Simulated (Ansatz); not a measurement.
Starting cell, La (dhcp type, space group P6_3/mmc):

```
La
1.0
    3.77035     0.00000     0.00000
   -1.88517     3.26522     0.00000
    0.00000     0.00000    12.08097
La
4
Direct
  0.00000   0.00000   0.00000
  0.00000   0.00000   0.50000
  0.33333   0.66667   0.25000
  0.66667   0.33333   0.75000
```

In each cell atom 3 (La, nearest neighbour La at 3.723 Å; its periodic images, 3.8 Å or more away, move with it) moves by s·(0.707, 0.707, 0.000) (along Cartesian [110]), the rest being held.

The numbers are results of PBE (plane waves to 420 eV, PAW, scalar-relativistic; Ansatz, an electronic-structure program), not measurements. k mesh 11×11×3 (Γ-centred), Fermi-Dirac smearing 0.05 eV. The energy includes the smearing's −TS. With partly filled bands, energies and forces of such displacements shift with the k mesh and the smearing. La is run without spin polarisation. La was relaxed with its symmetry unable to fall. ΔE is measured from the undisplaced structure. The last digit holds for this mesh only.

```
s (Å)   ΔE (meV/cell)
------  -------------
-0.740          130.2
-0.592           86.3
-0.444           48.9
-0.296           21.5
-0.148            5.2
0.000             0.0
0.148             5.2
0.296            21.8
0.444            52.3
0.592        withheld
0.740           161.9
```

Task: Fit a polynomial form (powers 2, 3, 4) to the given rows and predict ΔE at s = 0.592.

Result: Least squares on the 10 given rows: ΔE = (254.2)·s² + (36.94)·s³ + (23.95)·s⁴, in meV/cell with s in Å; root-mean-square residual 1.16 meV/cell. At 0.592 the fit gives 99.7 meV/cell; the calculation gives 99.1 meV/cell, so the interpolation is off by 0.6 (+0.6 %). The quadratic term alone would give 89.1 meV/cell.

(A displaced cell: forces are minus the slopes of the energy, force constants its curvatures, and phonons follow from these.)
